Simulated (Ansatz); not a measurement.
B:
```
B
1.0
   -1.15315     1.15315     1.15315
    1.15315    -1.15315     1.15315
    1.15315     1.15315    -1.15315
B
1
Direct
  0.00000   0.00000   0.00000
```

This is the PBE-relaxed structure.

### Question
All from plane-wave PAW PBE (Ansatz code), unless another level is named. Predict the electronic character.

### Answer
metallic (no gap).

### Question
Predict the density of states at the Fermi level.

### Answer
0.21 states/eV per atom (mean over ±0.08 eV).

Space group Im-3m (bcc (W type)). A made-up cell: these elements were put on the sites of a structure type; neither database checked (COD, Materials Project) lists it. It is not the phase usual at ambient conditions (space group No. 166). The PBE relaxation kept the symmetry of its start; whether a distortion lowers the energy is not shown.

Potentials: the earlier of the program's two PAW sets.
